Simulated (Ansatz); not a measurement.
NbRh:
```yaml
crystal:
  lattice:
    - [4.57662, 0.00000, 0.00000]
    - [0.00000, 2.81151, 0.00000]
    - [0.00000, 0.00000, 4.88959]
  atoms:
    - { symbol: Nb, position: [0.25000, 0.00000, 0.19956] }
    - { symbol: Nb, position: [0.75000, 0.00000, 0.80044] }
    - { symbol: Rh, position: [0.25000, 0.50000, 0.68890] }
    - { symbol: Rh, position: [0.75000, 0.50000, 0.31110] }
```

Relaxed with r²SCAN. Special points in fractions of this cell's reciprocal vectors: Γ (0.000, 0.000, 0.000); X (0.500, 0.000, 0.000); S (0.500, 0.500, 0.000); Y (0.000, 0.500, 0.000); Z (0.000, 0.000, 0.500); U (0.500, 0.000, 0.500); R (0.500, 0.500, 0.500); T (0.000, 0.500, 0.500).

Problem. List the band energies nearest the Fermi level at these points for DFT-r²SCAN in the program Ansatz with PAW potentials.

Solution. In eV from the Fermi level; about four levels below and three above (degenerate sets whole), none deeper than 8.9 eV; points with the same levels are listed once.

| k | below | above |
|---|---|---|
| Γ | -1.41 -0.66 -0.30 -0.22 | 0.76 1.21 2.79 |
| X | -1.34 -1.34 -1.33 -1.33 | 0.60 0.60 1.55 1.55 |
| S | -0.95 -0.95 -0.66 -0.66 | 0.84 0.84 1.38 1.38 |
| Y | -1.10 -1.07 -0.52 -0.45 | 0.45 1.27 2.66 |
| Z | -1.58 -1.25 -0.99 -0.70 | 0.24 0.46 1.13 |
| U | -1.17 -1.17 -1.15 -1.15 | 1.44 1.44 2.11 2.11 |
| R | -4.02 -4.02 -1.16 -1.16 | 0.87 0.87 1.25 1.25 |
| T | -1.09 -1.04 -0.28 -0.02 | 1.33 1.40 1.45 |

Space group Pmma. The workflow started from an entry of the Crystallography Open Database (COD), which files this formula under 2 space groups. Whether it is the stable phase at ambient conditions was not checked. The cell was relaxed with r²SCAN under the symmetry of its start; its stability against distortions is not shown here. The run is not spin-polarised. Spin–orbit coupling is left out wherever it is not named.

Potentials: the later of the program's two PAW sets.
